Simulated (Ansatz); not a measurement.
# Sn: an elastic constant from a strain scan

The calculation used Ansatz 0.2.0, DFT r2SCAN, scalar-relativistic, plane waves, PAW. The runs took a 500 eV cutoff, a Γ-centred 16×16×16 mesh and Gaussian smearing (0.15 eV). No spin polarisation. Energies are free energies at this smearing, counted from the undisturbed cell; pressure is positive in compression.

Zero of the scan (as given, not relaxed at this level; it stands at -0.1 GPa):

```
CELL_PARAMETERS angstrom
-2.94014 2.94014 1.59930
2.94014 -2.94014 1.59930
2.94014 2.94014 -1.59930
ATOMIC_POSITIONS crystal
Sn 0.75000 0.25000 0.50000
Sn 0.00000 0.00000 0.00000
```

The cell is strained by ε times the Voigt pattern (1, 1, 0, 0, 0, 0) (xx, yy, zz, yz, xz, xy; engineering shear) with fractional coordinates fixed. The cell holds 2 atoms in V0 = 55.30 Å³. The stress column is τ = (1/V0) dE/dε, got from the stress tensor σ (compression positive) at each point as −det(1 + εP) σ : P(1 + εP)⁻¹, with P the pattern as a tensor.

| ε | ΔE (meV/atom) | τ (GPa) |
| --- | --- | --- |
| -0.0600 | 99.583 | -21.052 |
| -0.0450 | 53.463 | -14.678 |
| -0.0300 | 22.903 | -9.102 |
| -0.0150 | 5.598 | -4.360 |
| 0.0000 | 0.000 | -0.030 |
| 0.0150 | 4.974 | 3.769 |
| 0.0300 | 18.961 | 6.935 |
| 0.0450 | 40.412 | 9.564 |
| 0.0525 | 53.551 | 10.723 |
| 0.0600 | ? | ? |

Which combination of elastic constants does this scan measure, and how large is it?

For small ε, τ = τ0 + Kε with K = pᵀCp, which for this pattern is C11 + C22 + 2 C12 in the Cartesian frame shown. The parabola through τ at ε = -0.0150, 0 and 0.0150 has slope K = 271 GPa at zero. The energies per cell, E = NΔE, of the same two points give K = 2[E(ε₊)/ε₊ − E(ε₋)/ε₋]/[(ε₊ − ε₋)V0] = 272 GPa, in agreement.

Predict the withheld row at ε = 0.0600 from the harmonic law, and compare.

ΔE = V0(τ0 ε + Kε²/2)/N = 83.866 meV/atom and τ = 16.23 GPa. The calculation gives 68.126 meV/atom and 11.78 GPa: the energy lies 19 % below the harmonic value, as bonds soften when stretched.

In a metal these slopes depend on the k mesh and the smearing.